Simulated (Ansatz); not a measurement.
A generated cell, not matched to a known phase here, of V₃Au: Pm-3n (No. 223), cP8, A15 (Cr3Si type); a = b = c = 4.8086 Å, α = β = γ = 90.00°; V 6c (0.000, 0.500, 0.250); Au 2a (0.000, 0.000, 0.000). Level of theory: PBEsol (plane waves to 420 eV, PAW, scalar-relativistic; Ansatz, a program for electronic structure). Element references, the lowest calculated here: Au (Fm-3m), V (Im-3m).

Total energies (eV/atom, σ → 0; comparable only within this code, potentials and settings):

| phase | E (eV/atom) |
|---|---|
| V3Au (Pm-3n) | -5415.826 |
| Au (Fm-3m) | -13007.100 |
| V (Im-3m) | -2885.289 |

Problem. What is the formation energy of this Pm-3n form of V3Au from the elements?

Solution. E_f = -5415.826 − [3 × (-2885.289) + 1 × (-13007.100)] / 4 = -0.08 eV/atom (-0.3 eV per formula unit).

A lower structure of this composition may exist.

Static energies, no anion corrections, no zero-point energy. Values are rounded to 0.01 eV/atom. Not shown to be the ambient phase of their composition (a lower form may be missing, and a cell relaxed within its start's symmetry can be a saddle point): V3Au (Pm-3n). Spin-orbit coupling is missing from these energies, which matters for elements this heavy. The compounds carry no spin polarisation.
